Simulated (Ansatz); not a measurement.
Nb2AlB2:
```
Nb2AlB2
1.0
    3.11675     0.00000     0.00000
   -1.55837     2.69918     0.00000
    0.00000     0.00000     7.59732
Nb Al B
2 1 2
Direct
  0.33333   0.66667   0.70674
  0.33333   0.66667   0.29326
  0.00000   0.00000   0.00000
  0.00000   0.00000   0.50000
  0.66667   0.33333   0.50000
```

Relaxed with PBE. Special points in fractions of this cell's reciprocal vectors: Γ (0.000, 0.000, 0.000); M (0.500, 0.000, 0.000); K (0.333, 0.333, 0.000); A (0.000, 0.000, 0.500); L (0.500, 0.000, 0.500); H (0.333, 0.333, 0.500).

### Question
List the band energies nearest the Fermi level at these points for the program Ansatz at the PBE level (PAW).

### Answer
In eV from the Fermi level; about four levels below and three above (degenerate sets whole), none deeper than 8.9 eV; points with the same levels are listed once.

```
k                    below           above
-  -----------------------  --------------
Γ  -0.44 -0.44 -0.16 -0.16  1.24 2.07 2.07
M  -3.78 -3.18 -2.94 -0.88  1.17 1.56 2.69
K  -2.69 -1.75 -1.68 -0.89  1.33 1.57 1.90
A  -0.38 -0.38 -0.19 -0.19  1.08 1.91 1.91
L  -3.03 -2.82 -2.76 -1.24  0.83 1.09 3.35
H  -2.64 -2.03 -1.99 -1.25  1.38 2.84 3.10
```

Space group P-6m2. The start of the workflow was typed in or built on a structure type; neither database checked (COD, Materials Project) lists it. Whether it is the stable phase at ambient conditions was not checked. The PBE relaxation kept the symmetry of its start; whether a distortion lowers the energy is not shown. No spin polarisation was allowed. Scalar-relativistic: spin–orbit coupling is off unless named, which matters more the heavier the elements.

Potentials: the earlier of the program's two PAW sets.
